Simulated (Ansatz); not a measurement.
# RbMnSe2 (I-4m2): the held moment from field and pressure

```yaml
crystal:
  lattice:
    - [-2.02179, 2.02179, 7.06708]
    - [2.02179, -2.02179, 7.06708]
    - [2.02179, 2.02179, -7.06708]
  atoms:
    - { symbol: Rb, position: [0.00000, 0.00000, 0.00000] }
    - { symbol: Mn, position: [0.25000, 0.75000, 0.50000] }
    - { symbol: Se, position: [0.65258, 0.65258, 0.00000] }
    - { symbol: Se, position: [0.34742, 0.34742, 0.00000] }
```

The geometry is a structure from the Materials Project, held fixed and not relaxed.

Settings: PBEsol, 10×10×10 k mesh, Fermi–Dirac smearing of 0.05 eV. PAW means Ansatz 0.2.0 on its default frozen-core files. Site moments are integrated in spheres about the atoms. Start moments (μB): Mn2 4.

The free run ends with 4.00 μB per cell. Further runs hold the cell's moment M by two Fermi levels; B is half their difference over μB, positive where the field raises M. Some of them:

```
M (μB/cell)  B (T)  ΔF over the free run (meV/cell)  pressure (GPa)
       2.40  -6719                            650.8            -5.4
       3.20  -7384                            318.7            -4.0
       4.60   8357                            259.0            -1.4
```

Problem. Another run of the series gave B (T) = -4867, ΔF over the free run (meV/cell) = 920.2, pressure (GPa) = -6.5. Which moment was held?
A. 0.80
B. 3.60
C. 1.60
D. 5.20

Solution. C. M (μB/cell) = 1.60.

Problem. Another run of the series gave B (T) = 10232, ΔF over the free run (meV/cell) = 579.7, pressure (GPa) = -0.1. Which moment was held?
A. 1.60
B. 5.20
C. 0.80
D. 3.60

Solution. B. M (μB/cell) = 5.20.

The whole series:

```
M (μB/cell)  B (T)  ΔF over the free run (meV/cell)  pressure (GPa)
       0.80  -3322                           1113.9            -7.1
       1.60  -4867                            920.2            -6.5
       2.40  -6719                            650.8            -5.4
       3.20  -7384                            318.7            -4.0
       3.60  -7091                            150.1            -3.2
       4.60   8357                            259.0            -1.4
       5.20  10232                            579.7            -0.1
```

The PAW files were made with PBE; the program remakes their cores once for the run's functional and then keeps them frozen. The Ansatz runs typed with the search for lower states off end where their start leads. These are results for the start and cell typed. The real compound can order otherwise, in a larger cell, or not at all, since semilocal functionals without spin fluctuations often overstate magnetism; near a collapse of the moment, mesh and smearing move it by tens of per cent.
